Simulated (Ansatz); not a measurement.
**Compressing FeSi: a fit and a missing row**

FeSi, P2_13, a = 4.403 Å. Ansatz: PBEsol, PAW, 420 eV, Γ-centred 8×8×8 mesh on 8 atoms, Gaussian smearing 0.01 eV; no spin polarisation. Shape and atoms are relaxed at each volume; pressure is positive in compression.

```tsv
V (Å³/atom)	P (GPa)
9.391	41.04
9.711	28.07
10.032	17.10
10.352	?
10.672	0.02
10.992	-6.56
11.312	-12.08
11.739	-18.03
```

Take V0 = 10.672 Å³/atom, count pressures from its P0 = 0.02 GPa, fit the third-order Birch–Murnaghan form to the other rows, and predict the missing pressure.

With the Eulerian strain f = ½[(V0/V)^(2/3) − 1] and y = (P − P0)/[3f(1 + 2f)^(5/2)], the form is the line y = B0 + 1.5 B0 (B0′ − 4) f. Rows (f, y): 0.04449, 248.3; 0.03247, 246.0; 0.02105, 244.0; -0.00975, 236.3; -0.01904, 233.4; -0.03078, 229.1. Means f = 0.006407, y = 239.52; Σ(Δf)² = 0.004635, ΣΔfΔy = 1.164; the slope is their ratio. y = 237.9 + 251.1 f GPa, so B0 = 237.9 GPa and B0′ = 4 + 2 × (251.1)/(3 × 237.9) = 4.70. At V = 10.352, f = 0.01025, y = 240.47 and P = 7.80 GPa. The run gave 7.84 GPa, so the fit is 0.04 GPa too low, within the rms miss on the fitted rows (0.06 GPa).